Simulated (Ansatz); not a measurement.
The start is a generated cell, Ir built in the AFLOW prototype A_tI4_139_e (as in Si). Cell shape, volume and atoms are optimised at zero target pressure with PBE (plane waves to 420 eV, PAW, scalar-relativistic; Ansatz, an electronic-structure program). The first steps use a coarse 15×15×15 k-mesh.

Initial structure:
```
CELL_PARAMETERS angstrom
     -1.53888     1.53888     2.98878
      1.53888    -1.53888     2.98878
      1.53888     1.53888    -2.98878
ATOMIC_POSITIONS crystal
  Ir 0.81900 0.81900 0.00000
  Ir 0.18100 0.18100 0.00000
```

Question: What pressure does the first self-consistent step give?

Answer: +121 GPa (positive: the cell is compressed).

Question: How much energy is released per atom?

Answer: 1.33 eV/atom.

Question: How do the shortest distances between atoms change?

Answer: The closest pairs of elements (up to four, under 3.6 Å), start → end: Ir–Ir 2.16 → 2.45 Å.

Question: Is the relaxed structure metallic? Give its gap.

Answer: Zero (metallic).

Question: Write out the relaxed structure.

Answer: 
```cif
data_Ir4
_chemical_formula_sum 'Ir4'
_space_group_name_H-M_alt 'I4/mmm'
_space_group_IT_number 139
_space_group_name_Hall '-I 4 2'
_cell_length_a 3.39055
_cell_length_b 3.39055
_cell_length_c 6.48536
_cell_angle_alpha 90.000
_cell_angle_beta 90.000
_cell_angle_gamma 90.000
loop_
_atom_site_label
_atom_site_type_symbol
_atom_site_symmetry_multiplicity
_atom_site_Wyckoff_symbol
_atom_site_fract_x
_atom_site_fract_y
_atom_site_fract_z
_atom_site_occupancy
Ir1 Ir 4 e 0.00000 0.00000 0.18917 1
```
(The calculation used a cell of 2 atoms; values per cell refer to that cell.)

The space group stays I4/mmm (No. 139) (the run could not lower it); the end is AFLOW prototype A_tI4_139_e (as in Si), with 2 atoms in the primitive cell. Final values are on a 19×19×19 k-mesh of the relaxed cell. No spin polarisation in the result.

The run could not lose the symmetry of its start, so the end can be a saddle point.

The relaxed structure here is a generated cell of Ir: the first start was made by placing the elements on the sites of a structure type, and the end was not matched to a known phase here, so it may be hypothetical. Known forms of Ir include space group No. 225.
